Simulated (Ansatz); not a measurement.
**WS2, first-principles data**

WS2:
```
WS2
1.0
    1.58670     0.91608     6.27180
   -1.58670     0.91608     6.27180
    0.00000    -1.83216     6.27180
W S
1 2
Cartesian
  0.00000   0.00000  18.80284
  0.00000   0.00000  10.97122
  0.00000   0.00000  14.09025
```

Space group R3m (No. 160); conventional cell a = b = 3.1734 Å, c = 18.8154 Å, α = β = 90.00°, γ = 120.00°.

Method: plane-wave PAW r²SCAN+D4 (Ansatz code). Geometry: relaxed at this level of theory. Other levels are named where they apply.

**Cell and energy**

```yaml
volume_per_atom: 18.23 Å³
density: 7.53 g/cm³
Formation energy from the elements (no fitted shifts): -0.92 eV/atom
```

**Electronic structure**

```yaml
band_gap: 1.21 eV (indirect)
valence_band_maximum: at T
conduction_band_minimum: on the Γ–S0 line, 52 % of the way from Γ (k = 0.000, 0.174, -0.177 in fractions of the reciprocal vectors) (6 equivalent valleys)
smallest_direct_gap_on_the_standard_path: 1.95 eV
electron_effective_mass: 0.50, 0.62, 0.62 mₑ (principal values)
hole_effective_mass: 0.65, 0.65, 0.71 mₑ (principal values)
HSE06 gap on the r²SCAN+D4 cell: 1.63 eV
Gap with spin–orbit coupling: 1.07 eV
```

**Mechanics**

```yaml
Bulk modulus (Birch–Murnaghan fit): 351 kbar
Pressure derivative B′: 13.6
```

**Charges**

```yaml
bader_charges: W +1.46, S -0.73 e
```

The first step of the workflow began from a Materials Project structure, measured or hypothetical; the Crystallography Open Database files this formula in space group No. 160, but the cells were not matched. It is not the phase usual at ambient conditions (space group No. 194). The r²SCAN+D4 relaxation kept the symmetry of its start; its stability against distortions is not shown here. The run is not spin-polarised. The references are the lowest solids computed at this level, not always the standard phases. Scalar-relativistic: spin–orbit coupling is off unless named, which matters more the heavier the elements.

Potentials: the later of the program's two PAW sets.
